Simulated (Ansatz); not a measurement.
# Zn6B3HO11: Quadrupolar parameters

The cell is a Materials Project structure (computed, not necessarily an observed phase), taken as it stands.

```cif
data_Zn6B3HO11
_symmetry_space_group_name_H-M 'R3c:H'
_symmetry_Int_Tables_number 161
_cell_length_a 8.2968
_cell_length_b 8.2968
_cell_length_c 26.4085
_cell_angle_alpha 90.000
_cell_angle_beta 90.000
_cell_angle_gamma 120.000
loop_
_atom_site_label
_atom_site_type_symbol
_atom_site_symmetry_multiplicity
_atom_site_Wyckoff_symbol
_atom_site_fract_x
_atom_site_fract_y
_atom_site_fract_z
Zn1 Zn 18 b 0.8862 0.1668 0.3048
Zn4 Zn 18 b 0.1092 0.8397 0.6958
B B 18 b 0.8546 0.1885 0.4168
H H 6 a 0.0000 0.0000 0.2587
O21 O 6 a 0.0000 0.0000 0.2993
O22 O 6 a 0.0000 0.0000 0.7049
O25 O 18 b 0.6665 0.6879 0.5833
O31 O 18 b 0.9295 0.2823 0.3718
O34 O 18 b 0.0711 0.7195 0.6288
```

One atom of each set is listed; the run and its k-mesh use a cell of 42 atoms with edges of 10.02, 10.02, 10.02 Å.

Computed with Ansatz: DFT, PBE, plane waves and PAW, scalar-relativistic, 420 eV cutoff, Γ-centred 3×3×3 k-points, Fermi–Dirac smearing 0.02 eV.

Conventions: |V_zz| ≥ |V_yy| ≥ |V_xx|, η = (V_xx − V_yy)/V_zz, C_Q = eQV_zz/h.

⁶⁷Zn: I = 5/2, Q = 122.0 mb; ¹¹B: I = 3/2, Q = 40.59 mb; ²H: I = 1, Q = 2.858 mb; ¹⁷O: I = 5/2, Q = -25.58 mb. Quadrupole moments are those of Pyykkö's year-2017 table.

```
site  atoms                                              first shell  V_zz (10²¹ V/m²)     η  C_Q (MHz)
 Zn1      6              4 O at 1.96–2.03 Å; also 3 O at 3.24–3.33 Å              1.33  0.50       3.92
 Zn4      6                                       4 O at 1.96–2.00 Å             -2.63  0.33      -7.76
   B      6                                       3 O at 1.38–1.39 Å              2.38  0.01       2.34
   H      2                        1 O at 1.07 Å; also 1 O at 1.42 Å              1.13  0.00      0.078
 O21      2                            1 H at 1.07 Å, 3 Zn at 2.03 Å              1.60  0.00     -0.987
 O22      2                       3 Zn at 1.96 Å; also 1 H at 1.42 Å             -4.43  0.00       2.74
 O25      6  1 B at 1.38 Å, 2 Zn at 1.99–2.00 Å; also 1 Zn at 3.30 Å             -6.16  0.96       3.81
 O31      6                       1 B at 1.39 Å, 2 Zn at 1.96–1.99 Å             -7.07  0.82       4.37
 O34      6  1 B at 1.39 Å, 2 Zn at 1.97–1.98 Å; also 1 Zn at 3.24 Å             -7.31  0.74       4.52
```

An axis of threefold or higher order runs through H, O21 and O22, so V_zz lies along it and η is zero. At B V_zz stands upright on the plane through its three neighbours (within 1°).

Where η is near 1 the sign of V_zz means little.

The run took 2.6 min of wall time (2.6 min of CPU time) and 1.2 GiB at its peak, on 1 thread of Arm Neoverse V1 (aarch64; 8 cores open to the job, memory cap 2.5 GiB, no GPU), a shared host with a load of 0.5 a core.
